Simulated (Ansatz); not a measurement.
# Structures of Tl$_{3}$S$_{2}$: which is lowest?

Plane-wave DFT in Ansatz with scalar-relativistic PAW potentials, cutoff 420 eV, Γ-centred meshes chosen by cell and gap, Gaussian smearing with energies taken to zero width. Every cell was relaxed (cell and atoms) in a run of its own, within the symmetry of its start. Functional: PBE.

Relaxed structures (starts from databases or built by putting these elements on another compound's sites):
A. P-3m1, 5 atoms in the computed cell, a = 5.074 Å, c = 6.735 Å; sites (symmetry × multiplicity) Tl -3m. × 1 + 3m. × 2, S 3m. × 2; start: built
B. R-3m, 5 atoms in the computed cell, a = 4.202 Å, c = 28.323 Å; sites (symmetry × multiplicity) Tl -3m × 3 + 3m × 6, S 3m × 6; start: built

**Question.** Rank them by energy. Could pressure change the order?

**Answer.**
| structure | group | E − E(lowest) (meV/atom) | V (Å³/atom) | gap on mesh (eV) |
| --- | --- | --- | --- | --- |
| B | R-3m | 0.0 | 28.87 | 0.00 |
| A | P-3m1 | 78 | 30.03 | 0.00 |

B is lowest, 78 meV/atom under A. The lowest is also the densest of these, so pressure wouldn't bring one of the others in at first order. Other structures may lie lower than all of these, and vibrations aren't counted.

Spin-orbit coupling is left out, which matters for the bands of heavy elements. Spin polarisation was left out, and a magnetic state may lie lower. For Tl, Pb and Bi spin-orbit coupling shifts energies too.